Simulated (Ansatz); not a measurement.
The calculation used Ansatz, DFT PBE, scalar-relativistic, plane waves, PAW. The screen uses 420 eV, coarse Γ-centred meshes (up to 0.6 Å⁻¹ on the start cell), Gaussian smearing of 0.15 eV, tolerances of 0.08 eV/Å and 0.8 GPa and 16 steps at most, with the symmetry of each start kept. Magnetic atoms start with parallel moments. Energies are free energies per atom, good to about 0.1 eV/atom between metallic cells, end volumes are rough, and groups of ends are read at 0.1 Å.

Two trial cells of Yb₂Be₂SiS₂, not yet relaxed:

A.

```xyz
7
Lattice="4.2000 0.0000 0.0000 -2.1000 3.6373 0.0000 0.0000 0.0000 9.2000" Properties=species:S:1:pos:R:3 pbc="T T T"
Yb    0.0000    2.4249    3.7720
Yb    2.1000    1.2124    5.4280
Be    0.0000    2.4249    8.5560
Be    2.1000    1.2124    0.6440
Si    0.0000    0.0000    0.0000
S     0.0000    2.4249    6.5320
S     2.1000    1.2124    2.6680
```

B.

```xyz
7
Lattice="4.1094 0.0000 0.0000 -2.0547 3.5588 0.0000 0.0000 0.0000 8.7198" Properties=species:S:1:pos:R:3 pbc="T T T"
Yb    0.0000    2.3726    7.1400
Yb    2.0547    1.1863    1.5798
Be    0.0000    0.0000    3.0763
Be    0.0000    0.0000    5.6434
Si    0.0000    0.0000    4.3599
S     0.0000    2.3726    0.9043
S     2.0547    1.1863    7.8155
```

Question: Compare their energies before and after the relaxation.

Answer: As given, A is lower by 3.22 eV/atom. Relaxed, A is lower by 0.44 eV/atom, so the order holds. A goes from P-3m1 at 20.1 Å³/atom to P-3m1 at 18.9 Å³/atom and gains 0.44 eV/atom. B goes from P-3m1 at 18.2 Å³/atom to P-3m1 at 18.9 Å³/atom and gains 3.23 eV/atom. The closest pair in A goes from Be–S at 2.02 Å to Be–S at 2.17 Å. The closest pair in B goes from Be–Si at 1.28 Å to Be–Be at 1.99 Å. At the end: counting S or Si atoms around Be and Yb (for each partner element, those within 1.25 times its shortest distance or 1.15 times the sum of covalent radii, where it is the nearest in units of that sum or under 1.3; a plus sign parts groups by distance over the sum of covalent radii), A has Yb 3+4, Be 1+3 and B has Yb 8, Be 1.

The 4f shell of Yb is treated without a Hubbard U. The starting moments died out in these cells; another start or a finer mesh might hold them.
